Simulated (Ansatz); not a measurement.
BiSe₂:
```
CELL_PARAMETERS angstrom
      8.37666     2.08535     0.00000
     -8.37666     2.08535     0.00000
     -7.38572     0.00000     9.67096
ATOMIC_POSITIONS crystal
  Bi 0.69781 0.30219 0.09218
  Bi 0.30219 0.69781 0.90782
  Bi 0.38841 0.61159 0.60180
  Bi 0.61159 0.38841 0.39820
  Se 0.03635 0.96365 0.94135
  Se 0.96365 0.03635 0.05865
  Se 0.91479 0.08521 0.45484
  Se 0.08521 0.91479 0.54516
  Se 0.65573 0.34427 0.83821
  Se 0.34427 0.65573 0.16179
  Se 0.20925 0.79075 0.34447
  Se 0.79075 0.20925 0.65553
```

Relaxed with r²SCAN+D4. Special points in fractions of this cell's reciprocal vectors: Γ (0.000, 0.000, 0.000); C (0.275, 0.275, 0.000); C2 (-0.275, 0.725, 0.000); Y2 (-0.500, 0.500, 0.000); M2 (-0.500, 0.500, 0.500); D (-0.254, 0.746, 0.500); D2 (0.254, 0.254, 0.500); A (0.000, 0.000, 0.500); L2 (0.000, 0.500, 0.500); V2 (0.000, 0.500, 0.000).

List the band energies nearest the valence-band maximum at these points for r²SCAN+D4 in the plane-wave PAW code Ansatz.

In eV from the valence-band maximum; about four levels below and three above (degenerate sets whole), none deeper than 8.9 eV; points with the same levels are listed once.

```csv
k,below,above
Γ,-0.77 -0.47 -0.31 -0.28,1.07 1.45 1.67
C,-1.11 -0.92 -0.85 -0.72,1.39 1.80 2.33
Y2,-1.17 -1.13 -0.73 -0.34,1.06 1.52 1.67
M2,-1.32 -1.13 -0.62 -0.58,1.42 1.55 1.77
D,-1.27 -1.19 -0.87 -0.70,1.77 1.85 2.07
A,-1.19 -1.01 -0.41 -0.31,1.46 1.58 1.93
L2,-1.13 -1.07 -0.76 -0.61,1.48 1.88 2.33
V2,-1.11 -1.02 -0.69 -0.45,1.54 1.76 1.98
```

Space group C2/m. The workflow started from a Materials Project entry (that database holds measured and hypothetical structures alike); the Crystallography Open Database copy checked does not list it. Its standing as an ambient phase is unchecked. Symmetry was held in the r²SCAN+D4 relaxation; its stability against distortions is not shown here. Scalar-relativistic: spin–orbit coupling is off unless named, which matters more the heavier the elements.

Potentials: the later of the program's two PAW sets.
